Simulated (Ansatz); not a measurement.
Zn4TeS3:
Space group P-4m2 (No. 115); a = b = 3.928 Å, c = 10.994 Å, α = β = γ = 90.00°

```json
[
 {"atom": "Zn", "site": "2g", "symmetry": "2mm.", "x": "0.0000", "y": "0.5000", "z": "0.1505"},
 {"atom": "S", "site": "2f", "symmetry": "2mm.", "x": "0.5000", "y": "0.5000", "z": "0.2673"},
 {"atom": "Zn", "site": "2g", "symmetry": "2mm.", "x": "0.5000", "y": "0.0000", "z": "0.3839"},
 {"atom": "S", "site": "1d", "symmetry": "-4m2", "x": "0.0000", "y": "0.0000", "z": "0.5000"},
 {"atom": "Te", "site": "1a", "symmetry": "-4m2", "x": "0.0000", "y": "0.0000", "z": "0.0000"}
]
```

Relaxed with PBEsol. DFT-PBEsol in the program Ansatz with PAW potentials gives a gap of 1.06 eV.

What gap does HSE06 give on the same cell (Ansatz, PAW)?

2.12 eV, 1.06 eV more. The hybrid was solved on a coarser mesh and at special points; the gap given is the minimum over both.

Cost on shared cores: the PBEsol run (SCF on a 7×7×3 mesh, then bands and DOS) around 4 core-minutes (rough), the HSE06 run (SCF on 4×4×2, then a few points) around 2.9 core-minutes (rough); the tasks are unlike.

The start of the workflow was typed in or built on a structure type; neither database checked (COD, Materials Project) lists it. Its standing as an ambient phase is unchecked. Symmetry was held in the PBEsol relaxation; its stability against distortions is not shown here. Spin–orbit coupling is left out wherever it is not named.

Potentials: the earlier of the program's two PAW sets. The files were generated under PBE; for other functionals the program regenerates the frozen cores, and for LDA and PBEsol the local potential too.
